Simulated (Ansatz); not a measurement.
CaF$_{2}$:
```
CELL_PARAMETERS angstrom
      3.47327     0.00000     0.00000
      0.00000     4.12718     0.00000
      0.00000     0.00000     5.89658
ATOMIC_POSITIONS crystal
  Ca 0.00000 0.14437 0.70229
  Ca 0.00000 0.85563 0.20229
  F  0.50000 0.08980 0.97976
  F  0.50000 0.91020 0.47976
  F  0.00000 0.63291 0.85095
  F  0.00000 0.36709 0.35095
```

Relaxed with r²SCAN.

Question: Give the Bader charges and basin volumes of the independent atoms, DFT-r²SCAN in the program Ansatz with PAW potentials.

Answer: 

```csv
atom,Bader charge (e),Bader volume (Å³)
Ca1,+1.67,11.8
F3,-0.84,15.0
F5,-0.83,15.5
```

Space group Pmc2_1. The workflow started from a Materials Project entry (that database holds measured and hypothetical structures alike); the Crystallography Open Database copy checked does not list it. It is not the phase usual at ambient conditions (space group No. 225). The cell was relaxed with r²SCAN under the symmetry of its start; its stability against distortions is not shown here.

Potentials: the earlier of the program's two PAW sets. The files were generated under PBE; for other functionals the program regenerates the frozen cores, and for LDA and PBEsol the local potential too.
